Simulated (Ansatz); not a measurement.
Crystals of one structure type (zinc blende) and one family of elements, relaxed and computed with the program Ansatz at the r²SCAN level (PAW).

| crystal | K_Hill (GPa) | G_Hill (GPa) |
|---|---|---|
| GaSb | 53.4 | 34.8 |
| InAs | 57.8 | ? |
| InP | 68.4 | 34.3 |
| BP | 169 | 174 |
| GaN | 196 | 113 |
| BN | 391 | 404 |

Q: Fit a straight line to ln G against ln K and predict the withheld value.

A: Least squares on the 5 shown rows: ln G = 1.27 × ln K + (-1.649), with a scatter of 22 %. For InAs this gives 33.2. The run itself gave 28.7, within the scatter.

All cells were relaxed under the symmetry of their starts (and spin orders); stability against distortions was not tested throughout. Spin–orbit coupling is left out wherever it is not named.

Potentials: the earlier of the program's two PAW sets.
